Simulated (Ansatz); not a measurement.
Relaxed GaP (zinc blende):

```xyz
2
Lattice="0.0000 2.7259 2.7259 2.7259 0.0000 2.7259 2.7259 2.7259 0.0000" Properties=species:S:1:pos:R:3 pbc="T T T"
P      4.0888     4.0888     4.0888
Ga     0.0000     0.0000     0.0000
```

Level of theory: r2SCAN (plane waves to 500 eV, PAW, scalar-relativistic; Ansatz, a first-principles code). k mesh 8×8×8 (Γ-centred), Fermi-Dirac smearing 0.05 eV. As the smearing reaches across the gap at some points, energies and forces of such displacements shift with the k mesh and the smearing. GaP was relaxed with its symmetry unable to fall. The PAW data are Ansatz's earlier set.

One atom of the cell was then moved (with its periodic images), all else fixed, and the forces (eV/Å) came out as:

```csv
atom,Fx,Fy,Fz
P1,-4.689,-4.689,-5.501
Ga2,4.689,4.689,5.501
```

With two atoms only their relative shift counts; take P1 as fixed.

Task: Which atom was moved, and by which vector (Å)?

Result: Ga2, by (-0.40, -0.40, 0.00), 0.57 Å in all.

(A displaced cell: forces are minus the slopes of the energy, force constants its curvatures, and phonons follow from these.)
